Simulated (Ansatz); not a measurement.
HfO2: computed property card

HfO$_{2}$:
```yaml
crystal:
  lattice:
    - [4.83893, 0.00000, 0.00000]
    - [0.00000, 4.83893, 0.00000]
    - [0.00000, 0.00000, 3.22398]
  atoms:
    - { symbol: Hf, position: [0.00000, 0.00000, 0.00000] }
    - { symbol: Hf, position: [0.50000, 0.50000, 0.50000] }
    - { symbol: O, position: [0.30552, 0.30552, 0.00000] }
    - { symbol: O, position: [0.80552, 0.19448, 0.50000] }
    - { symbol: O, position: [0.19448, 0.80552, 0.50000] }
    - { symbol: O, position: [0.69448, 0.69448, 0.00000] }
```

Space group P4_2/mnm (No. 136), rutile; conventional cell a = b = 4.8389 Å, c = 3.2240 Å, α = β = γ = 90.00°.

Method: HSE06 (plane waves, PAW; program Ansatz). Structure relaxed to zero pressure with the same functional. Other levels are named where they apply.

Cell and energy:

- Volume per atom = 12.58 Å³
- Density = 9.26 g/cm³

Electronic structure:

- Band gap: 5.65 eV (direct)
- Valence-band maximum: at Γ
- Conduction-band minimum: at Γ

Mechanics:

- Bulk modulus (Birch–Murnaghan fit): 2210 kbar
- Pressure derivative B′: 4.5

Charges:

- Bader charges: Hf +2.79, O -1.40 e

A made-up cell: these elements were put on the sites of a structure type; the Crystallography Open Database copy checked does not list it. It is not the phase usual at ambient conditions (space group No. 14, 29). The HSE06 relaxation kept the symmetry of its start; whether a distortion lowers the energy is not shown. The run is not spin-polarised. The hybrid was solved on a coarse mesh, the path and, where they were found, the r²SCAN edge points; its band edges are the extreme levels among these. Spin–orbit coupling is left out wherever it is not named.

Potentials: the later of the program's two PAW sets.
